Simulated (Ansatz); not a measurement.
# Collinear states of WS

Level of theory: Ansatz 0.2.0, DFT r2SCAN+U, scalar-relativistic, plane waves, PAW.

```
W S
1.0
     0.00000    2.72995    2.72995
     2.72995    0.00000    2.72995
     2.72995    2.72995    0.00000
W S
1 1
Direct
  0.00000 0.00000 0.00000
  0.50000 0.50000 0.50000
```

```
plane-wave cutoff                                : 500 eV
Γ-centred k-mesh                                 : 14×14×14
occupation rule                                  : Gaussian smearing, 0.1 eV
U_eff on Löwdin-orthogonalised atomic d orbitals : W 6.2 eV
list of starting moments (μB, in atom order)     : 1 0
check for lower electronic states after the SCF  : asked for but not made
```

All runs keep this geometry, which stands near equilibrium for the lowest state (largest force there 0.000 eV/Å, pressure 0.0 GPa) and needn't be a stable compound; relaxing each order would shift the differences by some 150 meV/atom, going by the pressures and a bulk modulus of about 150 GPa. The large starts are 2.5 0 μB. Spin–orbit coupling is left out, which for heavy magnetic ions can matter as much as these differences. r2SCAN tends to overstate moments in metals. Site moments are spin moments in atom-centred spheres that scale with the neighbour distance. The states are those that the runs reached from these starts; a lower one can exist. No antiferromagnetic start is among these.

**Question.** Starts tried: no spin; ferromagnetic; large parallel starting moments. Which state comes out lowest, and what are the moments?

**Answer.** Of the states reached here, with no antiferromagnetic start among them, the lowest is ferromagnetic, reached from the start “ferromagnetic” and the start “large parallel starting moments”, with site moments (μB) W +3.01, S -0.14.

| start | ends | energy above lowest (meV/atom) | site moments (μB) | gap on mesh (eV) | P (GPa) |
| --- | --- | --- | --- | --- | --- |
| no spin | non-magnetic | 2045 | none over 0.05 | metal | -18.7 |
| ferromagnetic | ferromagnetic | 0.00 | W +3.01, S -0.14 | metal | 0.0 |
| large parallel starting moments | ferromagnetic | 0.00 | W +3.01, S -0.14 | metal | 0.0 |

Cost: 3 runs of about 28 core-minutes in all, on Intel Xeon Processor @ 2.50GHz (Skylake/Cascade Lake) (shared hosts).